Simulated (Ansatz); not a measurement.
TePt:
```cif
data_Pt2Te2
_chemical_formula_sum 'Pt2 Te2'
_space_group_name_H-M_alt 'P 1'
_space_group_IT_number 1
_cell_length_a 3.58803
_cell_length_b 3.52282
_cell_length_c 7.80198
_cell_angle_alpha 90.000
_cell_angle_beta 90.000
_cell_angle_gamma 90.000
loop_
_space_group_symop_operation_xyz
  'x, y, z'
loop_
_atom_site_label
_atom_site_type_symbol
_atom_site_fract_x
_atom_site_fract_y
_atom_site_fract_z
_atom_site_occupancy
Pt1 Pt 0.25000 0.00000 0.86149 1
Pt2 Pt 0.75000 0.00000 0.13851 1
Te1 Te 0.25000 0.50000 0.26491 1
Te2 Te 0.75000 0.50000 0.73509 1
```

Relaxed with r²SCAN.

Q: Tabulate the valence density and the electron localisation function along the shortest Pt–Pt contact (2.81 Å), plane-wave PAW r²SCAN (Ansatz code).

A: 

```tsv
distance from Pt (Å)	density (e/Å³)	ELF
0.28	10.36	0.67
0.42	8.37	0.66
0.56	5.87	0.63
0.70	3.49	0.56
0.84	1.77	0.45
0.98	0.89	0.35
1.12	0.54	0.29
1.26	0.39	0.28
1.40	0.35	0.28
1.54	0.39	0.28
1.69	0.54	0.29
1.83	0.89	0.35
1.97	1.77	0.45
2.11	3.49	0.56
2.25	5.87	0.63
2.39	8.37	0.66
2.53	10.36	0.67
```

The density is the valence pseudo-density with augmentation charge, so density and ELF within about 1 Å of a nucleus are not all-electron values.

Space group Pmma. The start of the workflow was typed in or built on a structure type; neither database checked (COD, Materials Project) lists it. COD files the formula under space group No. 166, 194. Whether it is the stable phase at ambient conditions was not checked. Symmetry was held in the r²SCAN relaxation; its stability against distortions is not shown here. The run is not spin-polarised. The volume moved by 26 % from the start of the relaxation. Scalar-relativistic: spin–orbit coupling is off unless named, which matters more the heavier the elements.

Potentials: the later of the program's two PAW sets.
